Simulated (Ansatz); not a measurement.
Total density of states per atom from PBEsol (plane waves, PAW; program Ansatz), in 0.25 eV bins, energy from the Fermi level:

(E (eV), states/eV/atom): (-7.85, 0.09); (-7.60, 0.10); (-7.35, 0.12); (-7.10, 0.13); (-6.85, 0.14); (-6.60, 0.16); (-6.35, 0.19); (-6.10, 0.23); (-5.85, 0.39); (-5.60, 0.58); (-5.35, 0.76); (-5.10, 1.09); (-4.85, 0.86); (-4.60, 0.72); (-4.35, 1.16); (-4.10, 1.77); (-3.85, 1.47); (-3.60, 1.76); (-3.35, 2.11); (-3.10, 1.07); (-2.85, 0.78); (-2.60, 1.47); (-2.35, 2.12); (-2.10, 2.95); (-1.85, 3.57); (-1.60, 2.78); (-1.35, 1.69); (-1.10, 1.08); (-0.85, 1.17); (-0.60, 0.40); (-0.35, 0.27); (-0.10, 0.53); (0.15, 1.13); (0.40, 1.70); (0.65, 1.87); (0.90, 1.59); (1.15, 1.02); (1.40, 1.54); (1.65, 0.78); (1.90, 0.31); (2.15, 0.30); (2.40, 0.35); (2.65, 0.31); (2.90, 0.29); (3.15, 0.27); (3.40, 0.26); (3.65, 0.24); (3.90, 0.23); (4.15, 0.21); (4.40, 0.20); (4.65, 0.19)

Which compound is it?
A. VO2, I4/mmm (V on 8i, O on 8j, O on 8h)
B. W, A15 (β-W type)
C. Au, fcc (Cu type)
D. FeCo, CsCl type

D, FeCo, CsCl type. Within 0.5 eV of the Fermi level: Fe 3d 55 %, Co 3d 36 %. Projections are on Löwdin-orthogonalised atomic valence shells; empty p or d shells of many metals are not among them.

Space group Pm-3m (CsCl type). Symmetry was held in the PBEsol relaxation. Magnetic state: ferromagnetic, chosen from 5 collinear starts compared on coarse meshes (ties went to the first, and starts can fall back to one state), not a proven ground state. Textbook magnetic order: ferromagnetic.

Potentials: the earlier of the program's two PAW sets.
